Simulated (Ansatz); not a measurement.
Space group Pnma (No. 62). a = 6.103 Å, b = 3.047 Å, c = 4.557 Å, α = 90.00°, β = 90.00°, γ = 90.00°
| atom | site | symmetry | x | y | z |
| --- | --- | --- | --- | --- | --- |
| Ti | 4c | .m. | 0.1776 | 0.2500 | 0.1225 |
| B | 4c | .m. | 0.0301 | 0.2500 | 0.5995 |

Equation of state of this TiB structure (not necessarily the ground state), with shape and atoms relaxed at each volume where symmetry leaves them free. It has no gap at any of these volumes. All numbers below come from Ansatz 0.2.0, DFT r2SCAN, scalar-relativistic, plane waves, PAW.

Settings: cutoff 500 eV, Γ-centred mesh 6×12×8 on the computed 8-atom cell, Gaussian smearing of 0.10 eV; no spin polarisation.

| V (Å³/atom) | E − E(largest V) (meV/atom) | P (GPa) |
| --- | --- | --- |
| 9.322 | 65.80 | 35.38 |
| 9.640 | 6.77 | 24.44 |
| 9.958 | -32.12 | 15.03 |
| 10.276 | -53.70 | 6.95 |
| 10.593 | -60.39 | 0.00 |
| 10.911 | -54.28 | -5.97 |
| 11.229 | -37.18 | -11.10 |
| 11.653 | 0.00 | -16.79 |

Fit a third-order Birch–Murnaghan equation to E(V).

V0 = 10.59 Å³/atom, B0 = 214 GPa, B0' = 4.0.

Cost: 8 runs of about 76 core-minutes in all, on Intel Xeon Processor @ 2.50GHz (Skylake/Cascade Lake) (shared hosts).